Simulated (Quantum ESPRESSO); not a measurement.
# Where does In sit best among Ga sites?

Calculated results; nothing here was measured. They come from pw.x of Quantum ESPRESSO 7.5, a plane-wave density functional program, with PseudoDojo standard norm-conserving files (v0.5 for PBE, v0.4.1 for LDA and PBEsol). The cells are made up: elements, strain and atom displacements were drawn at random, and nothing was relaxed. There is no spin polarisation, spin-orbit coupling or dispersion term.

The cell has 8 sites of a zincblende or diamond lattice. Sites 1 to 4 hold X X X X; sites 5 to 8 hold P P P P. Cell vectors in Å: (5.489, 0.051, 0.022); (0.051, 5.375, 0.055); (0.022, 0.055, 5.492). Settings: PBE, cutoff 1088 eV, 4 x 4 x 4 k mesh shifted by half a step, Fermi-Dirac smearing of 0.025 eV.

In each run one of the sites marked X holds In and the others hold Ga; cell and positions stay the same. E is the free energy of the cell.

```
site of the guest  first shell  mean distance (Å)  E above the lowest (eV)  P (GPa)  force on the guest (eV/Å)
                1           P4              2.390                    0.000    10.09                      3.120
                2           P4              2.337                    0.337    10.86                      2.064
                3           P4              2.349                    0.305    10.77                      2.792
                4           P4              2.382                    0.031    10.18                      2.127
```

A rerun of one of these cells at 1377 eV and k mesh 6 x 6 x 6 moved values by no more than 0.010 eV in the cell's energy, 0.03 GPa in stress and 0.002 eV/Å in force.

## Reading the table

Site 1 is lowest, by 0.031 eV, over three times the rerun's bound. A straight line of energy against the mean distance has a slope of -6.9 ± 0.7 eV/Å, so the guest costs less on the roomier sites. The positions are random and not relaxed, so the differences hold for this frozen cell and are not site preferences of a real crystal.